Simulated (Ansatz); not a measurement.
## Ti3O4 (Cmmm), random displacements

Computed with DFT PBEsol, scalar-relativistic, plane waves, PAW (Ansatz 0.2.0). Cutoff 420 eV, Γ-centred 8×8×14 k-points, Gaussian smearing of 0.15 eV. No spin polarisation. Energies are free energies at this smearing, counted from the undisturbed cell; pressure is positive in compression.

The undisturbed cell (relaxed at this level; it needn't be the usual structure):

```yaml
crystal:
  lattice:
    - [2.91282, -4.03035, 0.00000]
    - [2.91282, 4.03035, 0.00000]
    - [0.00000, 0.00000, 2.96903]
  atoms:
    - { symbol: Ti, position: [0.00000, 0.00000, 0.50000] }
    - { symbol: Ti, position: [0.50000, 0.00000, 0.00000] }
    - { symbol: Ti, position: [0.00000, 0.50000, 0.00000] }
    - { symbol: O, position: [0.76278, 0.76278, 0.00000] }
    - { symbol: O, position: [0.25888, 0.74112, 0.50000] }
    - { symbol: O, position: [0.23722, 0.23722, 0.00000] }
    - { symbol: O, position: [0.74112, 0.25888, 0.50000] }
```

The atoms are displaced (Å, in the unstrained cell):

| atom | ux | uy | uz |
| --- | --- | --- | --- |
| Ti1 | -0.032 | -0.526 | 0.056 |
| Ti2 | -0.335 | 0.260 | 0.220 |
| Ti3 | 0.194 | -0.360 | -0.071 |
| O4 | 0.467 | 0.317 | -0.361 |
| O5 | -0.303 | 0.243 | 0.063 |
| O6 | 0.397 | -0.198 | -0.072 |
| O7 | -0.388 | 0.264 | 0.164 |

Strain (Voigt, engineering shear): (0.0254, -0.0398, -0.0103, -0.0398, -0.0396, 0.0379).

Task: What are the energy change, the stress and the forces?

Result: ΔE = 2790.8 meV/atom; stress (xx, yy, zz, yz, xz, xy; compression positive) (38.31, 190.50, 69.38, 4.07, -26.05, 21.95) GPa.
| atom | Fx (eV/Å) | Fy | Fz |
| --- | --- | --- | --- |
| Ti1 | 11.60 | 44.75 | -6.46 |
| Ti2 | 8.72 | -10.07 | -1.27 |
| Ti3 | -6.63 | 0.18 | 1.09 |
| O4 | -6.71 | 2.66 | 6.81 |
| O5 | -7.77 | -40.77 | 0.92 |
| O6 | -1.66 | 5.60 | 0.19 |
| O7 | 2.45 | -2.35 | -1.28 |

Cost: 1 run of about 1.7 core-minutes, on Arm Neoverse V2 (shared hosts).